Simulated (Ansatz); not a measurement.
**CuP (rocksalt structure): a workflow**

Method: r²SCAN, scalar-relativistic; no spin polarisation; PAW, 500 eV, 12×12×12 k-mesh, Gaussian smearing of 0.05 eV; code Ansatz; PAW files: Ansatz's generated set soft_2.

This is a trial structure made by placing the elements on a prototype's sites, so it needn't be the stable form.

The start:

```
Cu P
1.0
     0.00000    2.32955    2.32955
     2.32955    0.00000    2.32955
     2.32955    2.32955    0.00000
Cu P
1 1
Direct
  0.50000 0.50000 0.50000
  0.00000 0.00000 0.00000
```

The first steps of the search for zero pressure:

```
run        level  k-mesh        kind  V (Å³/atom)  P (GPa)  gap on the mesh (eV)
  1  PBE, 420 eV   8×8×8  fixed cell        12.64     17.7                 metal
  2  PBE, 420 eV   8×8×8  fixed cell        14.13      0.8                 metal
```

(1) At which volume does r²SCAN reach zero pressure?

Answer:

(1) 13.96 Å³/atom, about 10.4 % over the start.

The steps that followed:

```
run        level    k-mesh        kind  V (Å³/atom)  P (GPa)  E − E(final) (meV/atom)  gap on the mesh (eV)
  3  PBE, 420 eV     8×8×8  fixed cell        14.23      0.0                        –                 metal
  4       r²SCAN  12×12×12  fixed cell        14.23     -2.3                      2.0                 metal
  5       r²SCAN  12×12×12  fixed cell        14.02     -0.5                      0.1                 metal
  6       r²SCAN  12×12×12  fixed cell        13.96      0.0                      0.0                 metal
```

The final structure (symmetry read at 0.01 Å). It takes space group Fm-3m (No. 225, cubic). Conventional cell: a = 4.816 Å, b = 4.816 Å, c = 4.816 Å, α = 90.00°, β = 90.00°, γ = 90.00°. Cu (site symmetry m-3m) has 6 P at 2.41 Å as nearest neighbours. Around P (site symmetry m-3m) lie 6 Cu at 2.41 Å. (Neighbours are counted to 15 % beyond the shortest distance.)

| atom | site | symmetry | x | y | z |
| --- | --- | --- | --- | --- | --- |
| Cu | 4b | m-3m | 0.5000 | 0.0000 | 0.0000 |
| P | 4a | m-3m | 0.0000 | 0.0000 | 0.0000 |

At the final geometry the gap, band path included, is zero (metallic). The equation of state gives B0 = 124 GPa and B0′ = 5.0. Against the elements' standard states, run alike and uncorrected, the formation energy is 0.21 eV/atom, so this structure is unstable against them at this level.
